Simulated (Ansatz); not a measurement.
Cu Kα1 powder pattern (kinematic, no thermal factors).
```json
{"2θ (°)": "18.57", "relative intensity": "2"}
{"2θ (°)": "21.88", "relative intensity": "7"}
{"2θ (°)": "24.60", "relative intensity": "19"}
{"2θ (°)": "25.87", "relative intensity": "12"}
{"2θ (°)": "30.21", "relative intensity": "4"}
{"2θ (°)": "30.24", "relative intensity": "6"}
{"2θ (°)": "31.78", "relative intensity": "16"}
{"2θ (°)": "32.73", "relative intensity": "27"}
{"2θ (°)": "32.86", "relative intensity": "14"}
{"2θ (°)": "35.88", "relative intensity": "22"}
{"2θ (°)": "37.66", "relative intensity": "14"}
{"2θ (°)": "38.40", "relative intensity": "11"}
{"2θ (°)": "39.83", "relative intensity": "14"}
{"2θ (°)": "43.16", "relative intensity": "32"}
{"2θ (°)": "44.60", "relative intensity": "20"}
{"2θ (°)": "45.16", "relative intensity": "100"}
{"2θ (°)": "46.06", "relative intensity": "5"}
{"2θ (°)": "46.51", "relative intensity": "3"}
{"2θ (°)": "46.62", "relative intensity": "48"}
{"2θ (°)": "46.84", "relative intensity": "2"}
{"2θ (°)": "47.53", "relative intensity": "78"}
{"2θ (°)": "47.86", "relative intensity": "55"}
{"2θ (°)": "53.20", "relative intensity": "1"}
{"2θ (°)": "53.80", "relative intensity": "6"}
{"2θ (°)": "55.19", "relative intensity": "3"}
{"2θ (°)": "57.66", "relative intensity": "2"}
{"2θ (°)": "59.27", "relative intensity": "5"}
{"2θ (°)": "59.93", "relative intensity": "4"}
{"2θ (°)": "61.33", "relative intensity": "2"}
{"2θ (°)": "62.44", "relative intensity": "6"}
{"2θ (°)": "62.61", "relative intensity": "1"}
{"2θ (°)": "62.89", "relative intensity": "6"}
{"2θ (°)": "62.94", "relative intensity": "1"}
{"2θ (°)": "62.96", "relative intensity": "5"}
{"2θ (°)": "64.16", "relative intensity": "3"}
{"2θ (°)": "64.77", "relative intensity": "9"}
{"2θ (°)": "65.21", "relative intensity": "5"}
{"2θ (°)": "66.36", "relative intensity": "6"}
{"2θ (°)": "66.39", "relative intensity": "16"}
{"2θ (°)": "66.96", "relative intensity": "2"}
{"2θ (°)": "67.48", "relative intensity": "11"}
{"2θ (°)": "68.60", "relative intensity": "3"}
{"2θ (°)": "68.89", "relative intensity": "13"}
{"2θ (°)": "69.20", "relative intensity": "1"}
{"2θ (°)": "69.39", "relative intensity": "2"}
{"2θ (°)": "69.68", "relative intensity": "1"}
{"2θ (°)": "69.99", "relative intensity": "2"}
{"2θ (°)": "71.90", "relative intensity": "1"}
{"2θ (°)": "72.00", "relative intensity": "1"}
{"2θ (°)": "76.77", "relative intensity": "1"}
{"2θ (°)": "78.81", "relative intensity": "4"}
{"2θ (°)": "78.92", "relative intensity": "1"}
{"2θ (°)": "79.10", "relative intensity": "9"}
{"2θ (°)": "79.44", "relative intensity": "2"}
{"2θ (°)": "80.41", "relative intensity": "1"}
{"2θ (°)": "81.24", "relative intensity": "2"}
{"2θ (°)": "81.33", "relative intensity": "1"}
{"2θ (°)": "81.40", "relative intensity": "3"}
{"2θ (°)": "81.52", "relative intensity": "4"}
{"2θ (°)": "82.26", "relative intensity": "4"}
{"2θ (°)": "82.47", "relative intensity": "1"}
{"2θ (°)": "82.72", "relative intensity": "6"}
{"2θ (°)": "82.76", "relative intensity": "1"}
{"2θ (°)": "83.49", "relative intensity": "3"}
{"2θ (°)": "83.69", "relative intensity": "1"}
{"2θ (°)": "84.02", "relative intensity": "3"}
{"2θ (°)": "85.29", "relative intensity": "1"}
{"2θ (°)": "85.87", "relative intensity": "6"}
{"2θ (°)": "87.26", "relative intensity": "2"}
{"2θ (°)": "87.30", "relative intensity": "14"}
{"2θ (°)": "88.22", "relative intensity": "13"}
{"2θ (°)": "88.30", "relative intensity": "2"}
{"2θ (°)": "88.35", "relative intensity": "7"}
{"2θ (°)": "88.69", "relative intensity": "2"}
{"2θ (°)": "88.95", "relative intensity": "1"}
{"2θ (°)": "89.02", "relative intensity": "12"}
```

The pattern is computed from a structure relaxed with DFT PBE, scalar-relativistic, plane waves, PAW in Ansatz 0.2.0. Collinear spin, ending at -1.8 μB a primitive cell. Its elements are Co, Fe, Ge.

Problem. Give the structure.

Solution. FeCo₃Ge₄.
Space group C2/m (No. 12). a = 11.982 Å, b = 3.798 Å, c = 4.842 Å, α = 90.00°, β = 99.64°, γ = 90.00°
```csv
atom,site,symmetry,x,y,z
Fe,2c,2/m,0.0000,0.0000,0.5000
Co,2a,2/m,0.0000,0.0000,0.0000
Co,4i,m,0.3049,0.5000,0.1768
Ge,4i,m,0.1850,0.0000,0.3161
Ge,4i,m,0.4271,0.0000,0.2165
```

A pattern alone doesn't exclude other cells with like lines; this is the one computed.

The structure comes from a generated guess; another structure or a mixture of phases may lie lower.
